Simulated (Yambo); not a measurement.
Yambo run on AlN (wurtzite, space group P6_3mc, No. 186). The wavefunctions are norm-conserving PBE (Quantum ESPRESSO, 84 Ry, no spin-orbit coupling) ones on a 6×6×4 mesh (8 occupied bands); a = 3.1286 Å, b = 3.1286 Å, c = 5.0170 Å, α = 90.00°, β = 90.00°, γ = 120.00°.

Yambo input:

```
rim_cut
HF_and_locXC
RandQpts= 1000000
RandGvec= 1 Ry
EXXRLvcs= 84 Ry
VXCRLvcs= 336 Ry
% QPkrange
 1 | 1 | 8 | 9 |
 3 | 3 | 8 | 9 |
 10 | 10 | 8 | 9 |
 12 | 12 | 8 | 9 |
 19 | 19 | 8 | 9 |
 21 | 21 | 8 | 9 |
%
```

k points by index: 1 = Γ, 3 = A, 10 = M, 12 = L, 19 = K, 21 = H.

The o-*.hf file then holds:

```
#    K-point    Band    Eo [eV]    Ehf [eV]    Vxc [eV]    Vnlxc [eV]
#
    1    8    0.000000    -3.878125    -17.01921    -20.89733
    1    9    4.055053    8.429058    -12.46693    -8.092929
    3    8    -0.528611    -4.669298    -16.66606    -20.80675
    3    9    6.321434    11.34797    -12.77639    -7.749852
    10    8    -0.678926    -4.886710    -16.54256    -20.75034
    10    9    5.770899    10.45174    -10.62862    -5.947780
    12    8    -1.345008    -5.712126    -15.78883    -20.15595
    12    9    5.261124    9.820090    -10.07849    -5.519522
    19    8    -2.345386    -7.057128    -14.83887    -19.55061
    19    9    5.058671    9.536108    -8.611472    -4.134035
    21    8    -0.789412    -5.026140    -16.39248    -20.62921
    21    9    7.365147    12.65329    -11.46188    -6.173739
```
Exchange alone, without screening.

Geometry of the Materials Project entry, not relaxed at this level.
